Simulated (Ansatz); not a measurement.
SiMo2N:
```
SiMo2N
1.0
    2.95775     0.00000     0.00000
   -1.47887     2.56149     0.00000
    0.00000     0.00000    12.87832
Si Mo N
2 4 2
Direct
  0.33333   0.66667   0.75000
  0.66667   0.33333   0.25000
  0.33333   0.66667   0.09848
  0.66667   0.33333   0.59848
  0.66667   0.33333   0.90152
  0.33333   0.66667   0.40152
  0.00000   0.00000   0.00000
  0.00000   0.00000   0.50000
```

This is the PBEsol-relaxed structure. Tensor components refer to the Cartesian frame of this cell.

**Question.** All from DFT-PBEsol in the program Ansatz with PAW potentials, unless another level is named. Estimate the highest zone-centre frequency.

**Answer.** 16.21 THz.

**Question.** Predict the elastic constants (relaxed ions, GPa).

**Answer.** C11 = 239, C12 = 248, C13 = 250, C33 = 379, C44 = 123.

Space group P6_3/mmc. The start of the workflow was typed in or built on a structure type; neither database checked (COD, Materials Project) lists it. Its standing as an ambient phase is unchecked. The PBEsol relaxation kept the symmetry of its start. At this level the phase is mechanically unstable. The workflow began spin-polarised and lost its moments. As this level gives no gap, shear constants depend on the k-mesh and smearing (Fermi–Dirac, 0.1 eV here). As this level gives no gap, phonon frequencies hold no LO–TO term and depend on the k-mesh and smearing (Fermi–Dirac, 0.1 eV here). On the denser mesh and wider smearing of the elastic run this cell carries a stress of 1.1 GPa.

Potentials: the later of the program's two PAW sets.
